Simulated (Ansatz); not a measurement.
## LaLuO₃, first-principles data

LaLuO₃:
Space group Pm-3m (No. 221); a = 4.1927 Å, b = 4.1927 Å, c = 4.1927 Å, α = 90.00°, β = 90.00°, γ = 90.00°

```tsv
atom	site	symmetry	x	y	z
La	1a	m-3m	0.0000	0.0000	0.0000
Lu	1b	m-3m	0.5000	0.5000	0.5000
O	3c	4/mm.m	0.0000	0.5000	0.5000
```

Space group Pm-3m (No. 221), cubic perovskite; conventional cell a = 4.193 Å, b = 4.193 Å, c = 4.193 Å, α = 90.00°, β = 90.00°, γ = 90.00°.

Method: plane-wave PAW PBEsol (Ansatz code). Structure relaxed to zero pressure with the same functional. Other levels are named where they apply.

**Cell and energy**

| Property | Value |
|---|---|
| Volume per atom | 14.74 Å³ |
| Density | 8.15 g/cm³ |
| Formation energy from the elements (no fitted shifts) | -3.11 eV/atom |

**Electronic structure**

| Property | Result |
|---|---|
| Band gap | 1.42 eV (direct) |
| Valence-band maximum | at Γ |
| Conduction-band minimum | at Γ |
| Electron effective mass, band 1 of 2 at the edge | 1.3 along [100], 1.1 along [110], 0.99 along [111] (mₑ) |
| Electron effective mass, band 2 of 2 at the edge | 0.80 along [100], 0.88 along [110], 0.99 along [111] (mₑ) |
| Electron effective mass with spin–orbit coupling, band 1 of 2 at the edge | 1.3 along [100], 1.1 along [110], 1.0 along [111] (mₑ) |
| Electron effective mass with spin–orbit coupling, band 2 of 2 at the edge | 0.81 along [100], 0.89 along [110], 0.98 along [111] (mₑ) |
| Hole effective mass, band 1 of 3 at the edge | 3.2 along [100], 3.2 along [110], 1.0 along [111] (mₑ) |
| Hole effective mass, band 2 of 3 at the edge | 3.2 along [100], 0.75 along [110], 1.0 along [111] (mₑ) |
| Hole effective mass, band 3 of 3 at the edge | 0.33 along [100], 0.49 along [110], 0.59 along [111] (mₑ) |
| Hole effective mass with spin–orbit coupling | 1.2 mₑ (isotropic) |
| HSE06 gap on the PBEsol cell | 3.13 eV |
| Gap with spin–orbit coupling | 1.17 eV |

**Mechanics**

| Item | Value |
|---|---|
| Bulk modulus (Birch–Murnaghan fit) | 150 GPa |
| Pressure derivative B′ | 4.4 |
| Elastic constants (relaxed ions, GPa) | C11 = 347, C12 = 51.3, C44 = 49.0 |
| Mechanical stability | stable (all eigenvalues of C positive) |
| Hill bulk and shear moduli | 150 and 77.7 GPa |
| Young's modulus | 199 GPa |
| Poisson's ratio | 0.28 |
| Debye temperature from the elastic constants | 418 K |

**Dielectric response**

| Property | Result |
|---|---|
| Electronic dielectric constant ε∞ (DFPT) | 5.93 |
| Born charges (a third of the trace) | La +4.62, Lu +3.73, O -2.79 e |

**Phonons**

| Property | Result |
|---|---|
| Highest zone-centre frequency (without LO–TO term) | 647 cm⁻¹ |
| Zone-centre stability | unstable, softest mode 225i cm⁻¹ |
| Dynamical stability on the path | unstable, down to 306i cm⁻¹ |

A made-up cell: these elements were put on the sites of a structure type; neither database checked (COD, Materials Project) lists it. Its standing as an ambient phase is unchecked. Symmetry was held in the PBEsol relaxation. The references are the lowest solids computed at this level, not always the standard phases (solids in place of the gases). Spin–orbit coupling is left out wherever it is not named.

Potentials: the later of the program's two PAW sets.
